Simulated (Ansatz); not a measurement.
Relaxed-ion elastic tensor of AlV in space group Cmmm (No. 65; Al on 2a, V on 2c) in GPa (Voigt order), LDA (plane waves, PAW; program Ansatz); density 4.81 g/cm³, 13.44 Å³ per atom.

```
 190   155   132   0.0   0.0   0.0
 155   265  80.6   0.0   0.0   0.0
 132  80.6   277   0.0   0.0   0.0
 0.0   0.0   0.0   100   0.0   0.0
 0.0   0.0   0.0   0.0   159   0.0
 0.0   0.0   0.0   0.0   0.0   150
```

Q: Is the crystal mechanically stable?

A: Yes: the smallest eigenvalue of C is 49.5 GPa.

Q: Work out the Voigt, Reuss and Hill averages.

A: K_V = 163, K_R = 162, K_H = 163; G_V = 106, G_R = 67.8, G_H = 86.9 GPa.

Q: Give Young's modulus, Poisson's ratio, Pugh's ratio and the universal anisotropy index.

A: E = 9KG/(3K + G) = 221 GPa; ν = 0.27; K/G = 1.87 (ductile by the Pugh limit of 1.75); A_U = 5G_V/G_R + K_V/K_R − 6 = 2.82.

Q: Estimate the sound speeds and the Debye temperature.

A: v_l = √((K + 4G/3)/ρ) = 7610 m/s, v_t = √(G/ρ) = 4250 m/s, mean 4730 m/s; Θ = (h/k)(3n/4πV)^(1/3) v_m = 592 K.

Q: Solve the Christoffel equation for the three sound speeds along x, y, z.

A: Eigenvalues of C_ijkl n_j n_l equal ρv². In km/s, slowest first: x 5.58, 5.75, 6.27; y 4.57, 5.58, 7.41; z 4.57, 5.75, 7.58.

Q: How much does each axis shrink under pressure?

A: Linear compressibilities β_i = Σ_j S_ij (j = 1 to 3): x 2.6, y 1.7, z 1.9 per TPa.

The workflow started from a Materials Project entry (that database holds measured and hypothetical structures alike); the Crystallography Open Database copy checked does not list it. With Al and V taken as one species the cell has the higher symmetry I4/mmm, so it may be an ordered model of a mixed-site phase. Whether it is the stable phase at ambient conditions was not checked. Symmetry was held in the LDA relaxation; whether a distortion lowers the energy is not shown. The run is not spin-polarised. As this level gives no gap, shear constants depend on the k-mesh and smearing (Fermi–Dirac, 0.1 eV here).

Potentials: the later of the program's two PAW sets.
